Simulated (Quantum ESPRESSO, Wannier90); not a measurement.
# AlInSb2 (P-4m2): Wannier90 run

Cell from Materials Project (mp-1228890), symmetrised, no further relaxation. Not found in the COD (Crystallography Open Database) copy used; not checked further. Method: PBEsol plane waves in Quantum ESPRESSO 7.5 (PseudoDojo norm-conserving files, 64 Ry, no spin polarisation, no spin-orbit coupling), Bloch states on a 8×8×6 mesh through Γ, Wannier90 4.0.1. Density: 8×8×6 mesh, Gaussian smearing 0.01 Ry. Spin-orbit coupling is left out although heavy elements are present.

```
begin unit_cell_cart
ang
    4.5061700000    0.0000000000    0.0000000000
    0.0000000000    4.5061700000    0.0000000000
    0.0000000000    0.0000000000    6.3488200000
end unit_cell_cart
mp_grid = 8 8 6
```

Neighbour vectors b of the finite-difference formula (Å⁻¹), by shell:

```tsv
shell	b_x	b_y	b_z
1	0.00000	0.00000	0.16494
1	0.00000	0.00000	-0.16494
2	0.00000	0.17429	0.00000
2	0.17429	0.00000	0.00000
2	0.00000	-0.17429	0.00000
2	-0.17429	0.00000	0.00000
```

Q: Find the weights w_b from the completeness condition Σ_b w_b b_α b_β = δ_αβ.

A: Shell 1: Σ b_x² = 0.000, Σ b_y² = 0.000, Σ b_z² = 0.054 Å⁻²
Shell 2: Σ b_x² = 0.061, Σ b_y² = 0.061, Σ b_z² = 0.000 Å⁻²
Each of the three diagonal sums, weighted, has to give 1 and the off-diagonal ones 0, which holds for w_1 = 18.4 Å², w_2 = 16.5 Å². Check on xx: 18.38×0.000 + 16.46×0.061 = 1.00.

On this mesh the 8 functions of bands 16-23 (valence bands; start: s functions at the bond centres, conv_tol = 1.0e-6) end with spreads 2.8388, 2.8388, 2.8388, 2.8388, 3.2272, 3.2272, 3.2272, 3.2272 Å², Ω_I = 22.8142 Å² and Ω_D = 0.0101 Å².

Ω_total is the sum of the spreads, 24.264 Å². Ω_OD = Ω_total − Ω_I − Ω_D = 1.440 Å². Only (Ω_D + Ω_OD)/Ω_total = 6.0 % depends on the gauge, and another start could lower the total by that share at most. The rms radius is √(Ω_total/8) = 1.74 Å.
